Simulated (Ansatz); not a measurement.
Relaxed-ion elastic tensor of PbS (rock salt, Fm-3m) in GPa (Voigt order), plane-wave PAW PBEsol (Ansatz code); density 7.73 g/cm³, 25.71 Å³ per atom.

```
       1     2     3      4      5      6
-  -----  ----  ----  -----  -----  -----
1    102  31.3  46.8  -21.9    0.0    0.0
2   31.3   102  46.8   21.9    0.0    0.0
3   46.8  46.8  86.7    0.0    0.0    0.0
4  -21.9  21.9   0.0   50.9    0.0    0.0
5    0.0   0.0   0.0    0.0   50.9  -21.9
6    0.0   0.0   0.0    0.0  -21.9   35.5
```

### Question
Is the crystal mechanically stable?

### Answer
Yes: the smallest eigenvalue of C is 20.0 GPa.

### Question
Work out the Voigt, Reuss and Hill averages.

### Answer
K_V = 60.1, K_R = 60.1, K_H = 60.1; G_V = 38.5, G_R = 27.7, G_H = 33.1 GPa.

### Question
Give Young's modulus, Poisson's ratio, Pugh's ratio and the universal anisotropy index.

### Answer
E = 9KG/(3K + G) = 84.0 GPa; ν = 0.27; K/G = 1.81 (near the Pugh limit of 1.75, no verdict); A_U = 5G_V/G_R + K_V/K_R − 6 = 1.95.

### Question
Estimate the sound speeds and the Debye temperature.

### Answer
v_l = √((K + 4G/3)/ρ) = 3670 m/s, v_t = √(G/ρ) = 2070 m/s, mean 2300 m/s; Θ = (h/k)(3n/4πV)^(1/3) v_m = 232 K.

Symmetry was held in the PBEsol relaxation. Scalar-relativistic: spin–orbit coupling is off unless named, which matters more the heavier the elements.

Potentials: the later of the program's two PAW sets.
